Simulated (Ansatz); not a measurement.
Y3Si2Ni6:
```yaml
crystal:
  lattice:
    - [-4.36449, 4.36449, 4.36449]
    - [4.36449, -4.36449, 4.36449]
    - [4.36449, 4.36449, -4.36449]
  atoms:
    - { symbol: Y, position: [0.00000, 0.28764, 0.28764] }
    - { symbol: Y, position: [0.00000, 0.71236, 0.71236] }
    - { symbol: Y, position: [0.28764, 0.00000, 0.28764] }
    - { symbol: Y, position: [0.71236, 0.00000, 0.71236] }
    - { symbol: Y, position: [0.28764, 0.28764, 0.00000] }
    - { symbol: Y, position: [0.71236, 0.71236, 0.00000] }
    - { symbol: Si, position: [0.50000, 0.50000, 0.50000] }
    - { symbol: Si, position: [0.50000, 0.00000, 0.00000] }
    - { symbol: Si, position: [0.00000, 0.00000, 0.50000] }
    - { symbol: Si, position: [0.00000, 0.50000, 0.00000] }
    - { symbol: Ni, position: [0.65866, 0.32933, 0.32933] }
    - { symbol: Ni, position: [0.34134, 0.67067, 0.67067] }
    - { symbol: Ni, position: [0.32933, 0.00000, 0.67067] }
    - { symbol: Ni, position: [0.67067, 0.00000, 0.32933] }
    - { symbol: Ni, position: [0.00000, 0.32933, 0.67067] }
    - { symbol: Ni, position: [0.00000, 0.67067, 0.32933] }
    - { symbol: Ni, position: [0.32933, 0.65866, 0.32933] }
    - { symbol: Ni, position: [0.67067, 0.34134, 0.67067] }
    - { symbol: Ni, position: [0.67067, 0.32933, 0.00000] }
    - { symbol: Ni, position: [0.32933, 0.67067, 0.00000] }
    - { symbol: Ni, position: [0.32933, 0.32933, 0.65866] }
    - { symbol: Ni, position: [0.67067, 0.67067, 0.34134] }
```

Relaxed with r²SCAN. Special points in fractions of this cell's reciprocal vectors: Γ (0.000, 0.000, 0.000); H (0.500, -0.500, 0.500); N (0.000, 0.000, 0.500); P (0.250, 0.250, 0.250).

### Question
List the band energies nearest the Fermi level at these points for the program Ansatz at the r²SCAN level (PAW).

### Answer
In eV from the Fermi level; about four levels below and three above (degenerate sets whole), none deeper than 8.9 eV; points with the same levels are listed once.

```tsv
k	below	above
Γ	-0.85 -0.43 -0.43 -0.43	0.17 0.28 0.28
H	-0.22 -0.22 -0.22 0.00	0.09 0.27 0.27
N	-0.43 -0.42 -0.17 -0.03	0.10 0.20 0.27
P	-0.65 -0.65 -0.65 -0.53 -0.53 -0.25	0.33 0.33 0.33
```

Space group Im-3m. The workflow started from a Materials Project entry (that database holds measured and hypothetical structures alike); the Crystallography Open Database copy checked does not list it. Its standing as an ambient phase is unchecked. Symmetry was held in the r²SCAN relaxation; its stability against distortions is not shown here. The run is not spin-polarised. Scalar-relativistic: spin–orbit coupling is off unless named, which matters more the heavier the elements.

Potentials: the later of the program's two PAW sets.
